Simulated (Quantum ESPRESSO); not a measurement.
# Planted mistakes on one cell of Si3AlO7F

These are calculations, not measurements. They come from pw.x of Quantum ESPRESSO 7.5, a plane-wave density functional program, with PseudoDojo standard norm-conserving files (v0.5 for PBE, v0.4.1 for LDA and PBEsol). The cells are made up: elements, strain and atom displacements were drawn at random, and nothing was relaxed. There is no spin polarisation, spin-orbit coupling or dispersion term.

The cell has 12 sites of a rutile lattice (two cells along c). Sites 1 to 4 hold Si Si Si Al; sites 5 to 12 hold O O O O O F O O. Cell vectors in Å: (4.260, 0.000, 0.000); (0.000, 4.260, 0.000); (0.000, 0.000, 5.418). Settings: PBE, cutoff 1143 eV, 5 x 5 x 4 k mesh shifted by half a step, Fermi-Dirac smearing of 0.025 eV.

The intended run has a self-consistency threshold of 1e-07 eV, a smearing term of 0.000 eV, a pressure of 7.52 GPa and 11 iterations. Each further run changes one thing: all lengths scaled by 0.9826; atoms of sites 8 and 10 exchanged; cutoff 587 eV; files of LDA; k mesh 2 x 2 x 2; one electron removed; smearing 0.54 eV; threshold 0.1 eV. A coarse mesh keeps the shift, and a charged cell sits in a uniform background.

```
run  change of free energy (eV)  smearing term -TS (eV)  change of P (GPa)  largest change of a force component (eV/Å)  iterations
  A                      -9.255                  -0.003             -23.68                                       1.279          14
  B                       0.945                   0.000               1.60                                       5.886          11
  C                       0.027                   0.000               2.26                                       0.158           4
  D                       0.492                   0.000              16.84                                       0.698          11
  E                       0.957                   0.000             -14.63                                       0.243          11
  F                      -0.046                   0.000               0.00                                       0.030          11
  G                      14.564                   0.000             -86.80                                       0.102          11
  H                      -0.023                  -0.140               0.43                                       0.059          11
```

A rerun of the intended cell at 1437 eV and k mesh 7 x 7 x 6 moved values by no more than 0.003 eV in the cell's energy, 0.04 GPa in stress and 0.002 eV/Å in force.

Question: which change belongs to which run?

## Worked reading

Run C has the fewest iterations, as a run stopped early does. Run H has the largest smearing term, as wide smearing gives. Run G has a higher energy and the largest fall in pressure, as too small a basis gives. Run D changes the volume by a factor of 0.9487; minus its pressure change over the logarithm of that factor, 320 GPa, is a rough bulk modulus with clamped atoms. Energies from files of another functional, or of a charged cell, have another zero and say nothing on stability; the pressure of a charged cell rests on the program's zero of potential too.

## Key

```
run                             change
  A               one electron removed
  B  atoms of sites 8 and 10 exchanged
  C                   threshold 0.1 eV
  D       all lengths scaled by 0.9826
  E                       files of LDA
  F                   k mesh 2 x 2 x 2
  G                      cutoff 587 eV
  H                   smearing 0.54 eV
```